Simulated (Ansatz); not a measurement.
NaHF₂: frozen-core PAW against all-electron methods

```yaml
crystal:
  lattice:
    - [1.72845, 0.99792, 4.59248]
    - [-1.72845, 0.99792, 4.59248]
    - [0.00000, -1.99584, 4.59248]
  atoms:
    - { symbol: Na, position: [0.00000, 0.00000, 0.00000] }
    - { symbol: H, position: [0.50000, 0.50000, 0.50000] }
    - { symbol: F, position: [0.41000, 0.41000, 0.41000] }
    - { symbol: F, position: [0.59000, 0.59000, 0.59000] }
```

Atom numbers follow the list: Na1, H2, F3, F4.

The cell comes from COD entry 1010284, which wasn't checked; take it as a given geometry. It is an old determination, and later ones may differ. The listed cell was then made from it by scaling, straining or moving an atom.

Methods: DFT, LDA, PAW with Ansatz's default frozen-core files, scalar-relativistic (Ansatz 0.2.0); DFT, LDA, all-electron PAW with datasets made for the crystal, scalar-relativistic (Ansatz 0.2.0); DFT, LDA, all-electron LAPW, scalar-relativistic (Ansatz 0.2.0).

For PAW: a Γ-centred 10×10×10 k mesh, Fermi–Dirac smearing of 0.02 eV, cutoff 420 eV, no spin polarisation; the PAW files were made with PBE, and the program remakes their frozen cores for this functional. The crystal-made all-electron datasets (AE datasets) take a cutoff of 660 eV at this cell. LAPW targets a basis error of 1 meV/atom. The Ansatz runs share mesh, smearing and spin set-up. Plane-wave (PAW) pressures include the program's estimate of the Pulay term.

Stress and pressure are positive in compression.

| quantity | PAW | AE datasets | LAPW |
| --- | --- | --- | --- |
| pressure (GPa) | -6.39 | -6.33 | -6.33 |
| stress xx (GPa) | -1.24 | -1.21 | -1.21 |
| stress zz (GPa) | -16.69 | -16.58 | -16.57 |
| force on F3, z (eV/Å) | 2.058 | 2.047 | 2.047 |
| band gap (eV) | 6.414 | 6.406 | 6.405 |

PAW's pressure differs from the LAPW value by -0.06 GPa.
